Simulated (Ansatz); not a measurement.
Input:

SrCu2Si2:
```
CELL_PARAMETERS angstrom
     -2.06680     2.06680     4.92005
      2.06680    -2.06680     4.92005
      2.06680     2.06680    -4.92005
ATOMIC_POSITIONS crystal
  Cu 0.75000 0.25000 0.50000
  Cu 0.25000 0.75000 0.50000
  Si 0.37551 0.37551 0.00000
  Si 0.62449 0.62449 0.00000
  Sr 0.00000 0.00000 0.00000
```

This is the PBEsol-relaxed structure.

All from DFT-PBEsol in the program Ansatz with PAW potentials, unless another level is named. Give the electronic character.

metallic (no gap).

Give the density of states at the Fermi level.

0.32 states/eV per atom (mean over ±0.08 eV).

Next, the formation energy from the elements (no fitted shifts)?

-0.40 eV/atom.

What about the gap with spin–orbit coupling?

none (metallic).

Space group I4/mmm. The workflow started from an entry of the Crystallography Open Database (COD). Whether it is the stable phase at ambient conditions was not checked. Symmetry was held in the PBEsol relaxation; its stability against distortions is not shown here. No spin polarisation was allowed. The references are the lowest solids computed at this level, not always the standard phases. Scalar-relativistic: spin–orbit coupling is off unless named, which matters more the heavier the elements.

Potentials: the later of the program's two PAW sets.
